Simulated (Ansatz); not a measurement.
Ansatz 0.2.0, relaxation: La2Ge6Pb3

Input:

```yaml
crystal:
  lattice:
    - [8.397688, 0.0, 0.0]
    - [-4.198844, 7.272615, 0.0]
    - [0.0, 0.0, 4.520424]
  atoms:
    - { symbol: Ge, position: [0.188, 0.0, 0.0] }
    - { symbol: Ge, position: [0.812, 0.812, 0.0] }
    - { symbol: Ge, position: [0.0, 0.188, 0.0] }
    - { symbol: Pb, position: [0.3775, 0.0, 0.5] }
    - { symbol: Pb, position: [0.6225, 0.6225, 0.5] }
    - { symbol: Pb, position: [0.0, 0.3775, 0.5] }
    - { symbol: La, position: [0.3333, 0.6667, 0.0] }
    - { symbol: La, position: [0.6667, 0.3333, 0.0] }
    - { symbol: Ge, position: [0.7089, 0.0, 0.5] }
    - { symbol: Ge, position: [0.2911, 0.2911, 0.5] }
    - { symbol: Ge, position: [0.0, 0.7089, 0.5] }
  symmetry: { tolerance: 0.0003 }
kpoints:
  mp_grid: { grid: [5, 5, 8], shift: [0, 0, 0] }
magnetization:
  spin_polarized: false
scf:
  occupations: { method: fermi_dirac }
  lower_state_search: "off"
hamiltonian:
  pseudopotentials: { kind: paw }
  xc: pbe
basis:
  ecutwfc: 420
  fft_grid_basis: typed
relax:
  max_steps: 80
  cell: { p_target: 0.0 }
  f_tol: 0.03
output:
  forces: true
  stress: true
  eigenvalues: true
  populations: true
  elf: true
  write_potential: true
  volumetric_format: npy
  dos:
    e_range: [-12, 8]
    de: 0.05
    projected: { site_lists: { Ge: [Ge], La: [La], Pb: [Pb] } }
  bader: false
checkpoint:
  read: saved_state
```

The command:

```bash
ansatz run input.yaml --threads 2 --pin off --max-ram 2560MiB --backend cpu --events-out ev --progress --plain --runs-dir out
```

Origin of the cell: a known structure type with other elements, at an estimated volume, so it need not be a known compound.

The smearing width isn't typed, so it takes its default of 0.1 eV.

The saved state is a converged single point of the same cell.

Steps («new basis» is an SCF on plane waves selected anew at the same cell):

```
step  ΔF (meV/atom)  max force component (eV/Å)  P (GPa)  volume (Å³)  SCF iterations   step was
   1            0.0                       1.562     6.22       276.08               8   accepted
   2          -93.4                       0.627    -0.36       303.02               9   accepted
   3         -119.9                       0.440    -0.59       300.08               8   accepted
   4         -141.3                       0.123     0.04       292.55               8   accepted
   5         -145.5                       0.049    -0.12       291.83               7   accepted
   6         -145.6                       0.084     0.32       289.55               7   rejected
   7         -145.9                       0.013    -0.01       291.16              11   accepted
   8         -146.0                       0.018     0.03       290.77               8   accepted
   9         -146.7                       0.128     0.19       289.43              12   accepted
  10         -150.3                       0.261     0.72       287.65               8   accepted
  11         -142.7                       0.507     1.21       289.81               8   rejected
  12         -156.8                       0.075    -0.59       294.59              12   accepted
  13         -157.5                       0.045     0.21       289.76               7   accepted
  14         -157.8                       0.022    -0.02       291.30               6   accepted
  15         -157.6                       0.034    -0.04       291.54              10   rejected
  16         -157.8                       0.004     0.00       291.13              10   accepted
  17         -158.1                       0.004     0.02       291.13               9  new basis
```

Step 1, with forces in eV/Å:

```xyz
11
Lattice="8.398 0.000 0.000 -4.199 7.273 0.000 0.000 0.000 4.520" Properties=species:S:1:pos:R:3:forces:R:3 pbc="T T T" step=1
Ge    1.579    0.000    0.000   -0.832    0.000    0.000
Ge    3.409    5.905    0.000    0.416    0.721    0.000
Ge   -0.789    1.367    0.000    0.416   -0.721    0.000
Pb    3.170    0.000    2.260    1.562    0.000    0.000
Pb    2.614    4.527    2.260   -0.781   -1.353    0.000
Pb   -1.585    2.745    2.260   -0.781    1.353    0.000
La    0.000    4.848    0.000    0.000    0.000    0.000
La    4.199    2.424    0.000    0.000    0.000    0.000
Ge    5.953    0.000    2.260    0.045    0.000    0.000
Ge    1.222    2.117    2.260   -0.022   -0.039    0.000
Ge   -2.977    5.156    2.260   -0.022    0.039    0.000
```

Step 2, with forces in eV/Å:

```xyz
11
Lattice="8.683 0.000 0.000 -4.341 7.519 0.000 0.000 0.000 4.641" Properties=species:S:1:pos:R:3:forces:R:3 pbc="T T T" step=2
Ge    1.571    0.000    0.000   -0.003    0.000    0.000
Ge    3.556    6.159    0.000    0.002    0.003    0.000
Ge   -0.785    1.360    0.000    0.002   -0.003    0.000
Pb    3.479    0.000    2.321    0.027    0.000    0.000
Pb    2.602    4.506    2.321   -0.013   -0.023    0.000
Pb   -1.740    3.013    2.321   -0.013    0.023    0.000
La    0.000    5.013    0.000    0.000    0.000    0.000
La    4.341    2.506    0.000    0.000    0.000    0.000
Ge    6.225    0.000    2.321    0.627    0.000    0.000
Ge    1.229    2.129    2.321   -0.313   -0.543    0.000
Ge   -3.112    5.391    2.321   -0.313    0.543    0.000
```

Step 3, with forces in eV/Å:

```xyz
11
Lattice="8.698 0.000 0.000 -4.349 7.533 0.000 0.000 0.000 4.580" Properties=species:S:1:pos:R:3:forces:R:3 pbc="T T T" step=3
Ge    1.577    0.000    0.000    0.056    0.000    0.000
Ge    3.560    6.167    0.000   -0.028   -0.049    0.000
Ge   -0.789    1.366    0.000   -0.028    0.049    0.000
Pb    3.602    0.000    2.290   -0.015    0.000    0.000
Pb    2.548    4.413    2.290    0.007    0.013    0.000
Pb   -1.801    3.120    2.290    0.007   -0.013    0.000
La    0.000    5.022    0.000    0.000    0.000    0.000
La    4.349    2.511    0.000    0.000    0.000    0.000
Ge    6.387    0.000    2.290    0.440    0.000    0.000
Ge    1.155    2.001    2.290   -0.220   -0.381    0.000
Ge   -3.194    5.532    2.290   -0.220    0.381    0.000
```

Step 5, with forces in eV/Å:

```xyz
11
Lattice="8.795 0.000 0.000 -4.397 7.616 0.000 0.000 0.000 4.357" Properties=species:S:1:pos:R:3:forces:R:3 pbc="T T T" step=5
Ge    1.679    0.000    0.000   -0.022    0.000    0.000
Ge    3.558    6.162    0.000    0.011    0.019    0.000
Ge   -0.840    1.454    0.000    0.011   -0.019    0.000
Pb    3.882    0.000    2.178    0.000    0.000    0.000
Pb    2.457    4.255    2.178    0.000    0.000    0.000
Pb   -1.941    3.362    2.178    0.000    0.000    0.000
La    0.000    5.078    0.000    0.000    0.000    0.000
La    4.397    2.539    0.000    0.000    0.000    0.000
Ge    6.761    0.000    2.178    0.049    0.000    0.000
Ge    1.017    1.762    2.178   -0.025   -0.043    0.000
Ge   -3.380    5.855    2.178   -0.025    0.043    0.000
```

Step 8, with forces in eV/Å:

```xyz
11
Lattice="8.814 0.000 0.000 -4.407 7.634 0.000 0.000 0.000 4.321" Properties=species:S:1:pos:R:3:forces:R:3 pbc="T T T" step=8
Ge    1.708    0.000    0.000    0.016    0.000    0.000
Ge    3.553    6.154    0.000   -0.008   -0.013    0.000
Ge   -0.854    1.480    0.000   -0.008    0.013    0.000
Pb    3.928    0.000    2.161    0.018    0.000    0.000
Pb    2.443    4.232    2.161   -0.009   -0.015    0.000
Pb   -1.964    3.401    2.161   -0.009    0.015    0.000
La    0.000    5.089    0.000    0.000    0.000    0.000
La    4.407    2.545    0.000    0.000    0.000    0.000
Ge    6.826    0.000    2.161   -0.004    0.000    0.000
Ge    0.994    1.723    2.161    0.002    0.004    0.000
Ge   -3.413    5.911    2.161    0.002   -0.004    0.000
```

Step 9, with forces in eV/Å:

```xyz
11
Lattice="8.843 0.000 0.000 -4.421 7.658 0.000 0.000 0.000 4.274" Properties=species:S:1:pos:R:3:forces:R:3 pbc="T T T" step=9
Ge    1.800    0.000    0.000    0.128    0.000    0.000
Ge    3.522    6.099    0.000   -0.064   -0.111    0.000
Ge   -0.900    1.558    0.000   -0.064    0.111    0.000
Pb    4.051    0.000    2.137   -0.091    0.000    0.000
Pb    2.396    4.150    2.137    0.045    0.079    0.000
Pb   -2.025    3.508    2.137    0.045   -0.079    0.000
La    0.000    5.105    0.000    0.000    0.000    0.000
La    4.421    2.553    0.000    0.000    0.000    0.000
Ge    6.950    0.000    2.137    0.019    0.000    0.000
Ge    0.946    1.639    2.137   -0.010   -0.017    0.000
Ge   -3.475    6.019    2.137   -0.010    0.017    0.000
```

Step 10, with forces in eV/Å:

```xyz
11
Lattice="8.888 0.000 0.000 -4.444 7.697 0.000 0.000 0.000 4.205" Properties=species:S:1:pos:R:3:forces:R:3 pbc="T T T" step=10
Ge    2.012    0.000    0.000    0.261    0.000    0.000
Ge    3.438    5.955    0.000   -0.131   -0.226    0.000
Ge   -1.006    1.743    0.000   -0.131    0.226    0.000
Pb    4.218    0.000    2.102   -0.115    0.000    0.000
Pb    2.335    4.044    2.102    0.058    0.100    0.000
Pb   -2.109    3.653    2.102    0.058   -0.100    0.000
La    0.000    5.132    0.000    0.000    0.000    0.000
La    4.444    2.566    0.000    0.000    0.000    0.000
Ge    7.188    0.000    2.102   -0.207    0.000    0.000
Ge    0.850    1.473    2.102    0.104    0.179    0.000
Ge   -3.594    6.225    2.102    0.104   -0.179    0.000
```

Step 13, with forces in eV/Å:

```xyz
11
Lattice="8.816 0.000 0.000 -4.408 7.635 0.000 0.000 0.000 4.305" Properties=species:S:1:pos:R:3:forces:R:3 pbc="T T T" step=13
Ge    2.119    0.000    0.000   -0.035    0.000    0.000
Ge    3.348    5.799    0.000    0.017    0.030    0.000
Ge   -1.060    1.835    0.000    0.017   -0.030    0.000
Pb    4.133    0.000    2.153   -0.009    0.000    0.000
Pb    2.341    4.055    2.153    0.004    0.007    0.000
Pb   -2.066    3.579    2.153    0.004   -0.007    0.000
La    0.000    5.090    0.000    0.000    0.000    0.000
La    4.408    2.545    0.000    0.000    0.000    0.000
Ge    7.091    0.000    2.153    0.045    0.000    0.000
Ge    0.862    1.494    2.153   -0.022   -0.039    0.000
Ge   -3.545    6.141    2.153   -0.022    0.039    0.000
```

Step 14, with forces in eV/Å:

```xyz
11
Lattice="8.847 0.000 0.000 -4.423 7.662 0.000 0.000 0.000 4.298" Properties=species:S:1:pos:R:3:forces:R:3 pbc="T T T" step=14
Ge    2.112    0.000    0.000    0.005    0.000    0.000
Ge    3.367    5.833    0.000   -0.003   -0.004    0.000
Ge   -1.056    1.829    0.000   -0.003    0.004    0.000
Pb    4.139    0.000    2.149    0.022    0.000    0.000
Pb    2.354    4.077    2.149   -0.011   -0.019    0.000
Pb   -2.069    3.584    2.149   -0.011    0.019    0.000
La    0.000    5.108    0.000    0.000    0.000    0.000
La    4.423    2.554    0.000    0.000    0.000    0.000
Ge    7.126    0.000    2.149   -0.016    0.000    0.000
Ge    0.860    1.490    2.149    0.008    0.014    0.000
Ge   -3.563    6.171    2.149    0.008   -0.014    0.000
```

Step 17, with forces in eV/Å:

```xyz
11
Lattice="8.851 0.000 0.000 -4.426 7.665 0.000 0.000 0.000 4.291" Properties=species:S:1:pos:R:3:forces:R:3 pbc="T T T" step=17
Ge    2.117    0.000    0.000    0.004    0.000    0.000
Ge    3.367    5.832    0.000   -0.002   -0.003    0.000
Ge   -1.058    1.833    0.000   -0.002    0.003    0.000
Pb    4.150    0.000    2.146   -0.003    0.000    0.000
Pb    2.350    4.071    2.146    0.001    0.002    0.000
Pb   -2.075    3.594    2.146    0.001   -0.002    0.000
La    0.000    5.110    0.000    0.000    0.000    0.000
La    4.426    2.555    0.000    0.000    0.000    0.000
Ge    7.129    0.000    2.146   -0.002    0.000    0.000
Ge    0.861    1.492    2.146    0.001    0.002    0.000
Ge   -3.564    6.173    2.146    0.001   -0.002    0.000
```

* Free energy lowered by: 158.1 meV/atom
* Volume change: 5.45 %
* Final pressure: 0.02 GPa
* Relaxation steps listed: 17
* Formation energy (elements under the same functional, gases as molecules, uncorrected): -0.035 eV/atom

Caveats: no spin-orbit coupling, though heavy elements are present; the relaxation held the start's symmetry, so the end may be a saddle point.

Time: 6.4 min on 2 threads of Intel(R) Xeon(R) 6975P-C (Granite Rapids), with other jobs on the host, peak memory 1 GiB, from a saved density.
